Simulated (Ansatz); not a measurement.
One crystal and one scan (energy against volume) at two levels, PBE (plane waves to 420 eV, PAW, scalar-relativistic; Ansatz, a first-principles code) and r2SCAN (plane waves to 500 eV, PAW, scalar-relativistic; Ansatz), each from its own relaxed cell and on its own mesh.

The crystal is GaN (zinc blende); the cell is scaled evenly about its relaxed volume V₀.

The energy includes the smearing's −TS. GaN was relaxed with its symmetry unable to fall.

| quantity | run 1 | run 2 |
|---|---|---|
| Lattice constant a (Å) | 4.498 | 4.549 |
| Bulk modulus B₀ (third-order Birch-Murnaghan fit) (GPa) | 196.3 | 171.8 |

Which run is which level?

Run 2 is PBE, run 1 is r2SCAN. PBE gives the higher value for: lattice constant a. PBE gives the lower value for: bulk modulus B₀. For the lattice constant a the reference is 4.5 Å (measured, room temperature or unstated; as given in I. Vurgaftman, J. R. Meyer, L. R. Ram-Mohan, Journal of Applied Physics (2001), doi:10.1063/1.1368156): it holds thermal shifts, so no verdict is drawn. 

(Under strain, the slope of the energy per volume gives the stress and its curvature an elastic modulus.)
